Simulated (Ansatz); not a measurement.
TiSi2 (Fddd), relaxed with PBEsol (Ansatz, a quantum-chemistry and plane-wave program, plane waves, PAW): a = 4.756 Å, b = 8.177 Å, c = 8.508 Å, α = 90.00°, β = 90.00°, γ = 90.00°.

- ΔH_f (eV/atom) = -0.67

The same phase is relaxed and computed with r²SCAN in the same code. What are the cell and these values now?

a = 4.7745 Å, b = 8.2256 Å, c = 8.5299 Å, α = 90.00°, β = 90.00°, γ = 90.00°.

ΔH_f (eV/atom): -0.52

All cells were relaxed under the symmetry of their starts (and spin orders); stability against distortions was not tested throughout. Rows with no word on spin ran without spin polarisation.

Potentials: the later of the program's two PAW sets.

Ansatz is a plane-wave DFT program.

Formation energies count from the lowest solids of the elements computed at the same level, not from gases.
